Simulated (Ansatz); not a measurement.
Values for one crystal, relaxed and computed with the program Ansatz at the PBEsol level (PAW); other levels are named.

- Volume per atom: 19.87 Å³
- Electronic character: no gap, with almost no states at the Fermi level (zero-gap or semimetallic)
- Pressure derivative B′: 4.8
- Formation energy from the elements (no fitted shifts): -0.92 eV/atom
- Zone-centre stability: no imaginary mode at Γ
- Highest zone-centre frequency: 394 cm⁻¹
- Density of states at the Fermi level: 0.03 states/eV per atom (mean over ±0.08 eV)

Question: Which of these materials gives this?
A) Cu3N, Pm-3m (N on 1a, Cu on 3d)
B) Fe2O3, corundum
C) CoO, Cmc2_1 (Co on 4a, O on 4a)
D) Bi2TeO2, I4/mmm (Bi on 4e, Te on 2b, O on 4d)

Answer: D, Bi2TeO2, I4/mmm (Bi on 4e, Te on 2b, O on 4d)

The workflow started from a Materials Project entry (that database holds measured and hypothetical structures alike); the Crystallography Open Database copy checked does not list it. Its standing as an ambient phase is unchecked. The PBEsol relaxation kept the symmetry of its start. A small band overlap can be real or an error of a semilocal functional. As this level gives no gap, phonon frequencies hold no LO–TO term and depend on the k-mesh and smearing (Fermi–Dirac, 0.1 eV here). The references are the lowest solids computed at this level, not always the standard phases (solids in place of the gases). Spin–orbit coupling is left out wherever it is not named.

Potentials: the later of the program's two PAW sets.
